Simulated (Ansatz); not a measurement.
BiIr in the rocksalt structure

The computed numbers are results of PBE, scalar-relativistic (no spin polarisation) in the plane-wave PAW code Ansatz at 420 eV, Γ-centred 10×10×10 mesh, 0.05 eV Gaussian smearing; PAW files: Ansatz's generated set soft_2.

```
CELL_PARAMETERS angstrom
0.00000 2.81287 2.81287
2.81287 0.00000 2.81287
2.81287 2.81287 0.00000
ATOMIC_POSITIONS crystal
Ir 0.50000 0.50000 0.50000
Bi 0.00000 0.00000 0.00000
```

The start was a prototype's sites filled with these elements, not a measured cell.

Cell and atoms are those of this level's equilibrium.

The cell has space group Fm-3m (read at 0.01 Å). In it the stress is 0.02, 0.02, 0.02, 0.00, 0.00, 0.00 GPa and the largest force component 0.000 eV/Å. Each change below starts from this cell, without further relaxation. Stress is in GPa, positive in compression, in the order xx, yy, zz, yz, xz, xy; energies are counted from the cell above and are free energies with the smearing's entropy, which match forces and stress in a metal.

Task: What happens when atom 2 (Bi) is moved by 0.12 Å along x?

Result: The energy changes by 16.8 meV per cell, and the force on it along the shift is -0.318 eV/Å (−F/u = 2.65 eV/Å²). Stress: 2.44, 0.05, 0.05, 0.00, 0.00, 0.00.
```
atom  Fx (eV/Å)     Fy     Fz
 Ir1      0.318  0.000  0.000
 Bi2     -0.318  0.000  0.000
```
In a harmonic crystal the energy would rise by −½F·u = ½ × 2.65 × 0.12² eV = 19.1 meV, close to the run's value; the rest is anharmonic or numerical.

Task: One atom was moved along a Cartesian axis, and these forces appeared. Which atom, and about how far?
| atom | Fx (eV/Å) | Fy | Fz |
| --- | --- | --- | --- |
| Ir1 | -0.042 | 0.000 | 0.000 |
| Bi2 | 0.042 | 0.000 | 0.000 |

Result: Atom 1 (Ir) is moved by 0.02 Å along x; the energy changes by 0.4 meV per cell. Moving the other atom the opposite way is the same thing.

Task: A single strain component, atoms carried along, gave the stress 0.03, -0.02, 0.03, 0.00, -0.23, 0.00. Which component, and about how large?

Result: An engineering strain of 2 % in xz; the energy changes by 0.6 meV per cell.

Task: What stress follows from an engineering strain of -2 % in xz, atoms carried along?

Result: 0.03, -0.02, 0.03, 0.00, 0.23, 0.00 GPa; the energy changes by 0.6 meV per cell.
The change of the stress over the strain gives a clamped-atom stiffness of about 11.3 GPa for this component.

Task: All atoms and the cell are disturbed at random:
```xyz
2
Lattice="-0.0075 2.8429 2.7891 2.7768 0.0090 2.7725 2.7737 2.8233 0.0121" Properties=species:S:1:pos:R:3 pbc="T T T"
Ir    2.7583    2.7364    2.7822
Bi    0.0132    0.1012    0.0047
```
Give the energy change, the stress and the forces.

Result: 62.2 meV per cell; stress 3.39, 7.25, 3.50, -0.06, 0.01, 0.02 GPa.
```tsv
atom	Fx (eV/Å)	Fy	Fz
Ir1	0.099	0.668	0.029
Bi2	-0.099	-0.668	-0.029
```

Task: All atoms and the cell are disturbed at random:
```xyz
2
Lattice="-0.0120 2.7857 2.8032 2.8118 0.0157 2.7755 2.8270 2.7732 0.0005" Properties=species:S:1:pos:R:3 pbc="T T T"
Ir    2.7730    2.8275    2.8843
Bi    0.0404   -0.0402   -0.0947
```
Give the energy change, the stress and the forces.

Result: 95.2 meV per cell; stress 1.97, 4.75, 9.41, -0.15, 0.06, -0.05 GPa.
| atom | Fx (eV/Å) | Fy | Fz |
| --- | --- | --- | --- |
| Ir1 | 0.165 | -0.336 | -0.879 |
| Bi2 | -0.165 | 0.336 | 0.879 |

These numbers lack spin–orbit coupling.
